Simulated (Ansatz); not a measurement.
BeTe (zinc blende, F-43m), the program Ansatz at the LDA level (PAW). The conduction-band minimum lies at X, with 3 equivalent valleys. Second derivatives d²E/dk² of the lowest band at one valley (eV·Å²), along Cartesian directions:

| direction | d²E/dk² |
|---|---|
| [100] | 5.737 |
| [010] | 31.04 |
| [001] | 31.04 |
| [110] | 18.39 |
| [101] | 18.39 |
| [011] | 30.96 |

Task: Find the principal effective masses, the density-of-states mass and the conductivity mass.

Result: Off-diagonal terms follow from H_xy = H[110] − (H_xx + H_yy)/2, and m*/mₑ = 7.620 eV·Å² over each eigenvalue: 0.24, 0.25, 1.3. One valley's DOS mass (m₁m₂m₃)^(1/3) = 0.43, conductivity mass 3/(Σ 1/mᵢ) = 0.34 mₑ.

Task: What effective density of states Nc follows at 300 K for parabolic valleys?

Result: Nc = 2.509e19 × 3 × (0.43)^(3/2) ≈ 2.1e19 cm⁻³.

Symmetry was held in the LDA relaxation. Scalar-relativistic: spin–orbit coupling is off unless named, which matters more the heavier the elements.

Potentials: the earlier of the program's two PAW sets. The files were generated under PBE; for other functionals the program regenerates the frozen cores, and for LDA and PBEsol the local potential too.

Edges and masses are those of Kohn–Sham bands, whose gap is no quasiparticle gap.
